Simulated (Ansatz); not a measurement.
TiNi:
```
TiNi
1.0
    2.98857     0.00000     0.00000
    0.00000     2.98857     0.00000
    0.00000     0.00000     2.98857
Ti Ni
1 1
Direct
  0.50000   0.50000   0.50000
  0.00000   0.00000   0.00000
```

Relaxed with r²SCAN. Special points in fractions of this cell's reciprocal vectors: Γ (0.000, 0.000, 0.000); X (0.000, 0.500, 0.000); M (0.500, 0.500, 0.000); R (0.500, 0.500, 0.500).

### Question
List the band energies nearest the Fermi level at these points for DFT-r²SCAN in the program Ansatz with PAW potentials.

### Answer
In eV from the Fermi level; about four levels below and three above (degenerate sets whole), none deeper than 8.9 eV; points with the same levels are listed once.

```csv
k,below,above
Γ,-4.06 -4.06 -2.06 -2.06 -2.06,0.54 0.54 2.71 2.71 2.71
X,-2.19 -2.19 -1.75 -0.68 -0.63,0.68 0.68 2.35
M,-2.86 -2.86 -1.31 -0.74,0.30 0.30 1.02
R,-2.32 -2.32 -2.32 -1.28 -1.28,3.33 3.33 6.56
```

Space group Pm-3m (CsCl type). The first step of the workflow began from a Materials Project structure, measured or hypothetical; the Crystallography Open Database copy checked does not list it. COD files the formula under space group No. 11, 147, so this cell is another polymorph or a model. With Ti and Ni taken as one species the cell has the higher symmetry Im-3m, so it may be an ordered model of a mixed-site phase. Its standing as an ambient phase is unchecked. The cell was relaxed with r²SCAN under the symmetry of its start; of distortions, only those at the zone centre were tested. No spin polarisation was allowed.

Potentials: the later of the program's two PAW sets.
